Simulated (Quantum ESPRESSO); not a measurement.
# One change at a time to AlPdTa6

These are calculations, not measurements. They come from Quantum ESPRESSO 7.5, a public plane-wave density functional program. Each row is one single-point run on a made-up periodic cell of eight metal atoms, with elements, volume, strain and displacements drawn at random and not relaxed, so a cell may be unstable or far from any real phase. There is no spin polarisation or spin-orbit coupling.

Settings: PBE unless stated; PseudoDojo standard norm-conserving files; Fermi-Dirac width 0.25 eV, which means electrons at about 2900 K; cutoff 1116 eV; 8 x 5 x 3 k mesh shifted half a step off Gamma. E is the free energy of the whole cell (internal energy minus TS), so a -TS column is already part of it. Stress is positive in tension, and the pressure P is minus a third of its trace.

Checks: one run of this series was repeated at a higher cutoff and on a denser mesh, which moved values by no more than 0.006 eV, 0.04 GPa and 0.006 eV/Å, and a second program with other atomic files agreed on it to 2 % rms in force and 0.5 GPa in pressure. Known limits: heavy elements are run without spin-orbit coupling, which real alloys of them have; a spin test at this wide smearing found no moment, but such smearing suppresses magnetism that the real alloy may have.

The lattice is face-centred cubic, and the cell vectors in Å are (0.000, 2.058, 2.058); (-4.116, 2.058, -2.058); (-4.116, -6.174, 6.174), a volume of 139.45 Å³ in run 1. The elements on sites 1 to 8 are Ta Ta Ta Ta Al Ta Pd Ta. Each later run makes one change to run 1 and keeps the rest. E is counted from run 1, and is n/a where other atomic files have another zero of energy.

```
run,change,V (Å³),P (GPa),-TS (eV),rms force (eV/Å),largest change of a force component (eV/Å),E (eV)
1,none,139.45,5.93,-1.584,0.781,0.000,0.000
2,sites 7 and 8 exchanged,139.45,6.61,-1.571,0.725,1.274,-0.009
3,all lengths scaled by -1.24 %,134.33,13.87,-1.527,0.888,0.214,?
4,PBEsol in place of PBE,139.45,-0.40,-1.589,0.727,0.185,n/a
5,Mo on site 2,139.45,2.05,-1.604,0.670,0.445,n/a
6,site 5 moved by -0.09 Å along z,139.45,5.95,-1.584,0.795,0.533,0.007
```

## Worked estimate

Along a uniform scaling dE = -P dV. The mean of the two pressures is 9.900 GPa and the volume changes by -5.12 Å³, with 160.2 GPa to one eV/Å³. The same two rows give -V dP/dV = 212 GPa for this cell with clamped atoms, which is not the bulk modulus of a real alloy.

## Withheld value

Question: what E should run 3 give?

The estimate is 0.316 eV. The calculation gave 0.313 eV. The mean of two end points misses the curvature of P, and the finite cutoff adds a little.
